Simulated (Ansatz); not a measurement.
InAs (zinc blende)

```
CELL_PARAMETERS angstrom
      0.00000     3.09334     3.09334
      3.09334     0.00000     3.09334
      3.09334     3.09334     0.00000
ATOMIC_POSITIONS crystal
  As 0.25000 0.25000 0.25000
  In 0.00000 0.00000 0.00000
```

E(V) scan at fixed shape, V₀ the volume above. Symmetry pins the atoms to their sites.

All values below come from PBE (plane waves to 420 eV, PAW, scalar-relativistic; Ansatz, an electronic-structure program). k mesh 10×10×10 (Γ-centred), Fermi-Dirac smearing 0.05 eV. E stands for the smeared free energy. Compression counts positive. At this level the bands of InAs touch or barely overlap; measurements give the solid a gap. InAs was relaxed with its symmetry unable to fall. The zero of ΔE is the relaxed starting cell. The last digit holds for this mesh only.

```tsv
V (Å³/atom)	ΔE (meV/atom)
24.864	159.8
26.048	82.3
27.232	33.6
28.416	7.7
29.600	0.0
30.783	6.7
31.967	withheld
33.151	51.8
34.335	85.9
```

Task: Fit a third-order Birch-Murnaghan form (E₀, V₀, B₀, B₀′ free) to the given rows and predict ΔE at V = 31.967.

Result: Least squares on the 8 given rows: ΔE = E₀ + (9V₀B₀/16)·y²·[2 + (B₀′ − 4)y], y = (V₀/V)^(2/3) − 1, with V₀ = 29.600 Å³/atom, B₀ = 48.32 GPa (160.2 GPa = 1 eV/Å³; the term in eV is multiplied by 1000), B₀′ = 4.77, E₀ = 0.05 meV/atom; root-mean-square residual 0.06 meV/atom. At 31.967 the fit gives 24.7 meV/atom; the calculation gives 24.7 meV/atom, the same to the digits shown. For the pressure the fit gives -3.1 GPa against the computed -3.1 GPa.

(Under strain, the slope of the energy per volume gives the stress and its curvature an elastic modulus.)
